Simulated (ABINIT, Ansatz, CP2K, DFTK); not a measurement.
NbSi: programs and potentials compared

```
CELL_PARAMETERS angstrom
3.15644 0.00000 0.00000
0.00000 3.15644 0.00000
0.00000 0.00000 3.15644
ATOMIC_POSITIONS crystal
Nb 0.99188 0.99589 0.98416
Si 0.49287 0.51324 0.48712
```

The cell comes from a database or a generator and needn't be the stable form of this composition.

Atoms were shifted at random by some hundredths of an Å from the given cell, which wasn't relaxed again for these runs.

Alike in all runs: task single point; functional PBE; k mesh 8 × 8 × 8; occupations fermi-dirac, width 0.05 eV; no spin polarisation; no spin-orbit coupling. Pressure is positive in compression and, in plane waves, holds the error of the finite cutoff, which Ansatz's Pulay term estimates and takes out.

```tsv
program and potentials	plane-wave cutoff (eV)	notes	band gap (eV)	pressure (GPa)	largest force (eV/Å)	energy over the undisturbed cell (meV/atom)
Ansatz, all-electron LAPW, scalar-relativistic	-	-	no gap	0.09	0.295	-
Ansatz, Ansatz PAW (earlier soft set)	420	-	?	?	?	?
ABINIT, JTH PAW PBE v2.0	435	-	no gap	-0.30	0.296	4.13
CP2K, POTENTIAL_UZH Nb GTH-PBE-q13, Si GTH-PBE-q4; TZVP-MOLOPT-PBE-GTH basis	-	atomic basis	no gap	0.68	0.301	-
DFTK, PseudoDojo SR PBE 0.4.1 standard (PBE)	1116	-	no gap	0.12	0.298	4.15
```

Task: Estimate from the other rows what the run with Ansatz, Ansatz PAW (earlier soft set) gave.

Result: No band gap; pressure 0.10 GPa; largest force 0.296 eV/Å; energy over the undisturbed cell 4.13 meV/atom. The other rows, which needn't bracket it: pressure -0.30 to 0.68; largest force 0.295 to 0.301; energy over the undisturbed cell 4.13 to 4.15.
